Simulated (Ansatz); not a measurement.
## A run on Ga$_{3}$Sb that went wrong

Someone meant to compute Ga$_{3}$Sb with PBEsol, plane waves and PAW in Ansatz and wrote this input.

```yaml
crystal:
  lattice:
    - [-2.158799, 2.158799, 4.760484]
    - [2.158799, -2.158799, 4.760484]
    - [2.158799, 2.158799, -4.760484]
  atoms:
    - { symbol: Ga, position: [0.75, 0.25, 0.5] }
    - { symbol: Ga, position: [0.25, 0.75, 0.5] }
    - { symbol: Ga, position: [0.5, 0.5, 0.0] }
    - { symbol: Sb, position: [0.0, 0.0, 0.0] }
basis:
  ecutwfc: 420
kpoints:
  mp_grid: { grid: [14, 14, 14] }
hamiltonian:
  xc: pbesol
scf:
  occupations: { method: gaussian, width: 0.1 }
output:
  forces: true
  stress: true
  eigenvalues: true
magnetization:
  spin_orbit: true
```

Command:

```bash
ansatz run input.yaml --threads 1 --pin off --max-ram 2560MiB --backend cpu --events-out ev --progress --plain --runs-dir out
```

Output, shortened:

```text
Error: inconsistent input (magnetization.spin_orbit, magnetization.noncollinear): true requires noncollinear: true — spin–orbit coupling acts on 2-spinor wavefunctions; set both flags
```

**Question.** What is the cause?
A. A smearing that washes the moments out
B. Spin-orbit coupling without non-collinear spin
C. An atom left out of the cell, with fixed occupations
D. Starting moments far too small
E. Cartesian positions typed as fractional ones

**Answer.** B. The coupling acts on two-component spinors. The cure is the spin-orbit key removed, as no coupling was intended (to keep it, non-collinear spin must be switched on).

Mended input, as a difference:

```diff
-magnetization:
-  spin_orbit: true
```

Result of the mended run: a pressure of -3.47 GPa, no gap.

The mended run took 44 s on 1 thread of Intel(R) Xeon(R) Platinum 8488C (Sapphire Rapids) (shared host), peak memory 0.77 GiB.